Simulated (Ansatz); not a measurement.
Total density of states per atom from DFT-r²SCAN in the program Ansatz with PAW potentials, in 0.25 eV bins, energy from the Fermi level:

(E (eV), states/eV/atom): (-7.85, 0.09); (-7.60, 0.10); (-7.35, 0.11); (-7.10, 0.13); (-6.85, 0.15); (-6.60, 0.17); (-6.35, 0.17); (-6.10, 0.23); (-5.85, 0.42); (-5.60, 0.63); (-5.35, 0.82); (-5.10, 0.97); (-4.85, 1.12); (-4.60, 1.15); (-4.35, 1.15); (-4.10, 1.08); (-3.85, 1.22); (-3.60, 1.51); (-3.35, 1.96); (-3.10, 2.15); (-2.85, 2.00); (-2.60, 2.16); (-2.35, 1.81); (-2.10, 1.84); (-1.85, 1.49); (-1.60, 2.11); (-1.35, 2.23); (-1.10, 1.65); (-0.85, 0.76); (-0.60, 0.58); (-0.35, 0.85); (-0.10, 0.95); (0.15, 1.07); (0.40, 0.67); (0.65, 0.59); (0.90, 0.61); (1.15, 0.51); (1.40, 0.65); (1.65, 1.62); (1.90, 1.31); (2.15, 0.93); (2.40, 1.15); (2.65, 1.12); (2.90, 0.65); (3.15, 0.24); (3.40, 0.19); (3.65, 0.20); (3.90, 0.34); (4.15, 0.32); (4.40, 0.26); (4.65, 0.23)

Problem. Which of these materials gives this?
(A) Y3Si2Ni6, Im-3m (Y on 12e, Si on 8c, Ni on 24h)
(B) NaNiO2, C2/m (Na on 2d, Ni on 2a, O on 4i)
(C) Fe2O3, corundum
(D) Fe3Ni, Cu3Au type

Solution. D, Fe3Ni, Cu3Au type. Within 0.5 eV of the Fermi level: Fe 3d 68 %, Ni 3d 19 %, Fe 4s 6 %, outside the projected shells 5 %. Projections are on Löwdin-orthogonalised atomic valence shells; empty p or d shells of many metals are not among them.

Space group Pm-3m (Cu3Au type). The first step of the workflow began from a Materials Project structure, measured or hypothetical; the Crystallography Open Database copy checked does not list it. Whether it is the stable phase at ambient conditions was not checked. The r²SCAN relaxation kept the symmetry of its start; its stability against distortions is not shown here. Spin order of the final state: ferromagnetic, chosen from 5 collinear starts compared on coarse meshes (ties went to the first, and starts can fall back to one state), not a proven ground state. Other orbital occupations within this spin state were not tried.

Potentials: the later of the program's two PAW sets.
